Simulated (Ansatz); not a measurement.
LaPO$_{4}$ in space group P2_1/c (No. 14; Pearson symbol mP24), DFT-PBE in the program Ansatz with PAW potentials, all energies at zero smearing, with the estimated change up to a 700 eV cutoff added, with one set of potentials and settings (totals compare only within such a set). Cell of 24 atoms (4 La, 4 P, 16 O): -37135.050 eV.

```tsv
element	reference phase	E (eV/atom)
La	P6_3/mmc, 4 atoms in the cell	-6250.0953
P	Cmce, 4 atoms in the cell	-755.6743
O	C2/m, 4 atoms in the cell, spin-polarised	-565.0000
```

Formation energy per atom, worked out: (-37135.050 − 4×(-6250.0953) − 4×(-755.6743) − 16×(-565.0000))/24 = -2.999 eV/atom (-289 kJ per mol of atoms), at 0 K, without zero-point energy or fitted corrections.

The workflow started from a Materials Project entry (that database holds measured and hypothetical structures alike); the Crystallography Open Database files this formula in space group No. 14, but the cells were not matched. Its standing as an ambient phase is unchecked. Symmetry was held in the PBE relaxation; its stability against distortions is not shown here. The references are the lowest solids computed at this level, not always the standard phases (solids in place of the gases). Spin–orbit coupling is left out wherever it is not named.

Potentials: the later of the program's two PAW sets.
